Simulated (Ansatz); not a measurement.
The relaxed structure here is a generated cell of Rh: the first start was made by placing the elements on the sites of a structure type, and the end was not matched to a known phase here, so it may be hypothetical. Known forms of Rh include space group No. 225.

A relaxed cell of Rh (Im-3m (No. 229)), relaxed on a k-mesh at least as fine as the one used below. Level of theory: PBEsol (plane waves to 420 eV, PAW, scalar-relativistic; Ansatz, a quantum-chemistry and plane-wave program). Γ-centred k-mesh 15×15×8 on the run's cell (coarser than for final values), Fermi–Dirac smearing 0.05 eV.

```
CELL_PARAMETERS angstrom
     -1.51449     1.51449     1.51449
      1.51449    -1.51449     1.51449
      3.02898     3.02898    -3.02898
ATOMIC_POSITIONS crystal
  Rh 0.00000 0.00000 0.00000
  Rh 0.00000 0.00000 0.50000
```

The atoms are displaced by (Å):

```
atom      ux      uy     uz
----  ------  ------  -----
Rh1    0.037   0.099  0.080
Rh2   -0.148  -0.085  0.034
```

What forces (eV/Å) and pressure result?


```json
[
 {"atom": "Rh1", "Fx": "-1.95", "Fy": "-1.96", "Fz": "-0.24"},
 {"atom": "Rh2", "Fx": "1.95", "Fy": "1.96", "Fz": "0.24"}
]
```

Pressure +10.3 GPa.

Estimate the energy cost of the displacement in the harmonic approximation and compare with the calculation.

For a harmonic well ΔE = −½ Σ F·u = 0.367 eV a cell, or 183 meV/atom. The calculated energy relative to the undisplaced cell is +0.17 eV/atom, so the harmonic estimate holds well.

The undisplaced cell is probably no minimum: from this displacement the run went on to Fm-3m (No. 225), 0.39 eV/atom below it.

No spin polarisation in the result. A magnetic state may lie lower.
